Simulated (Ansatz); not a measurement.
TePb:
```xyz
2
Lattice="0.0000 3.2539 3.2539 3.2539 0.0000 3.2539 3.2539 3.2539 0.0000" Properties=species:S:1:pos:R:3 pbc="T T T"
Te     3.2539     3.2539     3.2539
Pb     0.0000     0.0000     0.0000
```

Relaxed with r²SCAN+D4. Special points in fractions of this cell's reciprocal vectors: Γ (0.000, 0.000, 0.000); X (0.500, 0.000, 0.500); U (0.625, 0.250, 0.625); K (0.375, 0.375, 0.750); L (0.500, 0.500, 0.500); W (0.500, 0.250, 0.750).

Task: List the band energies nearest the valence-band maximum at these points for r²SCAN+D4 with spin–orbit coupling (plane waves, PAW; program Ansatz).

Result: In eV from the valence-band maximum; about four levels below and three above (degenerate sets whole), none deeper than 8.9 eV; points with the same levels are listed once.

```json
[
 {"k": "Γ", "below": "-1.19 -1.19 -1.19 -1.19", "above": "2.70 2.70 4.88 4.88 4.88 4.88"},
 {"k": "X", "below": "-3.35 -3.35 -2.64 -2.64", "above": "3.63 3.63 4.64 4.64"},
 {"k": "U", "below": "-2.70 -2.70 -2.00 -2.00", "above": "3.15 3.15 4.24 4.24"},
 {"k": "L", "below": "-0.82 -0.82 0.00 0.00", "above": "0.12 0.12 1.49 1.49"},
 {"k": "W", "below": "-3.94 -3.94 -0.51 -0.51", "above": "1.63 1.63 5.45 5.45"}
]
```

Space group Fm-3m (rock salt). Symmetry was held in the r²SCAN+D4 relaxation.

Potentials: the later of the program's two PAW sets.
